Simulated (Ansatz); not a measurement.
The start is a generated trial cell of Hf in the beta-W structure type. The cell and all atomic positions are relaxed at zero pressure with PBE (plane waves to 420 eV, PAW, scalar-relativistic; Ansatz, a first-principles code). The first steps use a coarse 6×6×6 k-mesh.

Initial structure:
```yaml
crystal:
  lattice:
    - [5.67914, 0.00000, 0.00000]
    - [0.00000, 5.67914, 0.00000]
    - [0.00000, 0.00000, 5.67914]
  atoms:
    - { symbol: Hf, position: [0.25000, 0.00000, 0.50000] }
    - { symbol: Hf, position: [0.75000, 0.00000, 0.50000] }
    - { symbol: Hf, position: [0.00000, 0.50000, 0.25000] }
    - { symbol: Hf, position: [0.00000, 0.50000, 0.75000] }
    - { symbol: Hf, position: [0.50000, 0.25000, 0.00000] }
    - { symbol: Hf, position: [0.50000, 0.75000, 0.00000] }
    - { symbol: Hf, position: [0.00000, 0.00000, 0.00000] }
    - { symbol: Hf, position: [0.50000, 0.50000, 0.50000] }
```

```yaml
outcome: The space group stays Pm-3n (No. 223) (the run could not lower it), with 8 atoms in the primitive cell
volume_change: -1.7 %, from 22.90 to 22.51 Å³/atom
Shortest distances (start → end): "The closest pairs of elements (up to four, under 3.6 Å), start → end: Hf–Hf 2.84 → 2.82 Å"
band_gap_at_the_end: zero (metallic)
optimiser_moves: 5
```

Final structure:

```cif
data_Hf8
_chemical_formula_sum 'Hf8'
_space_group_name_H-M_alt 'Pm-3n'
_space_group_IT_number 223
_space_group_name_Hall '-P 4n 2 3'
_cell_length_a 5.64746
_cell_length_b 5.64746
_cell_length_c 5.64746
_cell_angle_alpha 90.000
_cell_angle_beta 90.000
_cell_angle_gamma 90.000
loop_
_atom_site_label
_atom_site_type_symbol
_atom_site_symmetry_multiplicity
_atom_site_Wyckoff_symbol
_atom_site_fract_x
_atom_site_fract_y
_atom_site_fract_z
_atom_site_occupancy
Hf1 Hf 6 c 0.00000 0.50000 0.25000 1
Hf2 Hf 2 a 0.00000 0.00000 0.00000 1
```

Final values are on a 8×8×8 k-mesh of the relaxed cell. No spin polarisation in the result. A magnetic state may lie lower.

The run could not lose the symmetry of its start, so the end can be a saddle point.

All atoms sit on sites fixed by symmetry, so only the cell could relax.

The relaxed structure here is a generated cell of Hf: the first start was made by placing the elements on the sites of a structure type, and the end was not matched to a known phase here, so it may be hypothetical. Known forms of Hf include space group No. 194.
